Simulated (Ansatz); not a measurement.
Ta2Pd3Se8:
```
Ta2Pd3Se8
1.0
   11.04435     0.00000     0.00000
    0.00000    15.44651     0.00000
    0.00000     0.00000     3.58254
Ta Pd Se
4 6 16
Cartesian
  7.74498   5.82395   1.79127
  3.29937   9.62256   1.79127
  2.22281   1.89931   1.79127
  8.82154  13.54720   1.79127
  9.49796   4.29837   0.00000
  1.54639  11.14814   0.00000
  3.97578   3.42488   0.00000
  7.06856  12.02163   0.00000
  5.52217   7.72325   0.00000
  0.00000   0.00000   0.00000
 10.30276   5.80959   1.79127
  0.74159   9.63692   1.79127
  4.78059   1.91367   1.79127
  6.26376  13.53284   1.79127
  8.10617   3.29807   1.79127
  2.93817  12.14844   1.79127
  2.58400   4.42519   1.79127
  8.46035  11.02132   1.79127
  5.88426   5.30417   0.00000
  5.16009  10.14234   0.00000
  0.36208   2.41908   0.00000
 10.68226  13.02743   0.00000
  8.58710  15.44520   0.00000
  2.45725   0.00131   0.00000
  3.06493   7.72456   0.00000
  7.97942   7.72194   0.00000
```

Relaxed with r²SCAN. Special points in fractions of this cell's reciprocal vectors: Γ (0.000, 0.000, 0.000); X (0.500, 0.000, 0.000); S (0.500, 0.500, 0.000); Y (0.000, 0.500, 0.000); Z (0.000, 0.000, 0.500); U (0.500, 0.000, 0.500); R (0.500, 0.500, 0.500); T (0.000, 0.500, 0.500).

### Question
List the band energies nearest the valence-band maximum at these points for plane-wave PAW r²SCAN (Ansatz code).

### Answer
In eV from the valence-band maximum; about four levels below and three above (degenerate sets whole), none deeper than 8.9 eV; points with the same levels are listed once.

```
k                    below                above
-  -----------------------  -------------------
Γ  -0.27 -0.23 -0.20 -0.08       0.90 1.44 1.84
X  -0.25 -0.25 -0.06 -0.06  1.55 1.55 1.75 1.75
S  -0.26 -0.26 -0.15 -0.15  1.54 1.54 1.64 1.64
Y  -0.22 -0.22 -0.01 -0.01  1.08 1.08 1.89 1.89
Z  -0.54 -0.47 -0.42 -0.25       1.12 1.17 1.60
U  -0.37 -0.37 -0.35 -0.35  1.20 1.20 1.77 1.77
R  -0.46 -0.46 -0.39 -0.39  1.19 1.19 1.76 1.76
T  -0.44 -0.44 -0.40 -0.40  1.15 1.15 1.67 1.67
```

Space group Pbam. The first step of the workflow began from a Materials Project structure, measured or hypothetical; the Crystallography Open Database copy checked does not list it. Its standing as an ambient phase is unchecked. The r²SCAN relaxation kept the symmetry of its start; whether a distortion lowers the energy is not shown. No spin polarisation was allowed. Spin–orbit coupling is left out wherever it is not named.

Potentials: the later of the program's two PAW sets.
